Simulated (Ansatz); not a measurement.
Given:

C:
```yaml
crystal:
  lattice:
    - [2.51804, 0.00000, 0.00000]
    - [-1.25902, 2.18069, 0.00000]
    - [0.00000, 0.00000, 8.30471]
  atoms:
    - { symbol: C, position: [0.00000, 0.00000, 0.59297] }
    - { symbol: C, position: [0.00000, 0.00000, 0.40703] }
    - { symbol: C, position: [0.00000, 0.00000, 0.09297] }
    - { symbol: C, position: [0.00000, 0.00000, 0.90703] }
    - { symbol: C, position: [0.33333, 0.66667, 0.34447] }
    - { symbol: C, position: [0.66667, 0.33333, 0.65553] }
    - { symbol: C, position: [0.66667, 0.33333, 0.84447] }
    - { symbol: C, position: [0.33333, 0.66667, 0.15553] }
```

This is the PBE-relaxed structure.

Q: All from PBE in the plane-wave PAW code Ansatz, unless another level is named. Predict the band gap.

A: 4.54 eV (indirect).

Q: What about the smallest direct gap on the standard path?

A: 5.30 eV.

Q: Predict the electron effective mass.

A: 0.21, 1.7, 2.0 mₑ (principal values).

Q: Next, the conduction-band minimum?

A: on the Γ–M line, 82 % of the way from Γ (6 equivalent valleys).

Q: Predict the valence-band maximum.

A: on the Γ–A line, 2 % of the way from Γ.

Space group P6_3/mmc. The workflow started from a Materials Project entry (that database holds measured and hypothetical structures alike). Its sites differ from those of the usual phase in this space group: another stacking or structure type. The cell was relaxed with PBE under the symmetry of its start; whether a distortion lowers the energy is not shown.

Potentials: the earlier of the program's two PAW sets.
